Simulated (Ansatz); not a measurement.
The relaxed structure here is a generated cell of CsPbBr3: the first start was made by a random draw of sites in a space group, and the end was not matched to a known phase here, so it may be hypothetical. Known forms of CsPbBr3 include space group No. 62, 221.

A structure of CsPbBr3 relaxed with PBEsol (plane waves to 420 eV, PAW, scalar-relativistic; Ansatz, an electronic-structure program); single points at other levels follow on the same geometry (Ansatz, PAW; HSE06 at 420 eV on a 4×4×2 k-mesh; no spin-orbit coupling). Space group Pmmm (No. 47).

```cif
data_Br3CsPb
_chemical_formula_sum 'Br3 Cs1 Pb1'
_space_group_name_H-M_alt 'Pmmm'
_space_group_IT_number 47
_space_group_name_Hall '-P 2 2'
_cell_length_a 5.46513
_cell_length_b 5.81627
_cell_length_c 10.07596
_cell_angle_alpha 90.000
_cell_angle_beta 90.000
_cell_angle_gamma 90.000
loop_
_space_group_symop_operation_xyz
  'x, y, z'
  '-x, -y, -z'
  '-x, -y, z'
  'x, y, -z'
  'x, -y, -z'
  '-x, y, z'
  '-x, y, -z'
  'x, -y, z'
loop_
_atom_site_label
_atom_site_type_symbol
_atom_site_symmetry_multiplicity
_atom_site_Wyckoff_symbol
_atom_site_fract_x
_atom_site_fract_y
_atom_site_fract_z
_atom_site_occupancy
Br1 Br 2 r 0.00000 0.50000 0.28618 1
Br2 Br 1 a 0.00000 0.00000 0.00000 1
Cs1 Cs 1 h 0.50000 0.50000 0.50000 1
Pb1 Pb 1 e 0.00000 0.50000 0.00000 1
```

```tsv
level	gap (eV)	kind	conduction minimum
PBEsol	1.17	indirect	S
HSE06	1.85	–	S
```

HSE06 gaps come from a coarse mesh plus a few chosen points, so they may be too large. No spin polarisation in the result.

The run could not lose the symmetry of its start, so the end can be a saddle point.
